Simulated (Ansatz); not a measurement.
Starting structure of a cell relaxation (symmetry kept):

```
W O
1.0
     3.18482   -5.25060    0.00000
     3.18482    5.25060    0.00000
     0.00000    0.00000    3.79111
W O
3 8
Cartesian
  3.1848 -1.9343 0.0000
  3.1848 1.9343 0.0000
  0.0000 0.0000 0.0000
  1.1846 -1.5888 0.0000
  5.1850 1.5888 0.0000
  1.1846 1.5888 0.0000
  5.1850 -1.5888 0.0000
  3.1848 0.0000 0.0000
  0.0000 0.0000 1.8956
  3.1848 1.9866 1.8956
  3.1848 -1.9866 1.8956
```

Method: DFT r2SCAN, scalar-relativistic, plane waves, PAW (Ansatz 0.2.0).

Settings: cutoff 500 eV, Γ-centred mesh 8×8×10 on the computed 11-atom cell, Gaussian smearing of 0.10 eV; collinear spin from starting moments 0 0 0.47 0 0 0 0 0 0 0 0 μB.

Q: What does it relax to?

A: The volume drops by 0.10 Å³/atom to 11.42 Å³/atom, and the energy falls by 0.9 meV/atom. The cell ends with a moment of 1.07 μB (only this magnetic start was tried). Final structure:
```cif
data_structure
_symmetry_space_group_name_H-M 'P 1'
_symmetry_Int_Tables_number 1
_cell_length_a 6.1156
_cell_length_b 6.1156
_cell_length_c 3.7809
_cell_angle_alpha 90.000
_cell_angle_beta 90.000
_cell_angle_gamma 117.289
_cell_volume 125.67
loop_
_atom_site_label
_atom_site_type_symbol
_atom_site_fract_x
_atom_site_fract_y
_atom_site_fract_z
_atom_site_occupancy
W1 W 0.68428 0.31572 0.00000 1
W2 W 0.31572 0.68428 0.00000 1
W3 W 0.00000 0.00000 0.00000 1
O1 O 0.33707 0.03550 0.00000 1
O2 O 0.66293 0.96450 0.00000 1
O3 O 0.03550 0.33707 0.00000 1
O4 O 0.96450 0.66293 0.00000 1
O5 O 0.50000 0.50000 0.00000 1
O6 O 0.00000 0.00000 0.50000 1
O7 O 0.31063 0.68937 0.50000 1
O8 O 0.68937 0.31063 0.50000 1
```

The state reached may not be the lowest one. Spin-orbit coupling is left out, which matters for the bands of heavy elements.

Cost: 1 run of about 30 core-minutes, on Oxide Virtual Turin-like Processor (Zen 5) (shared hosts).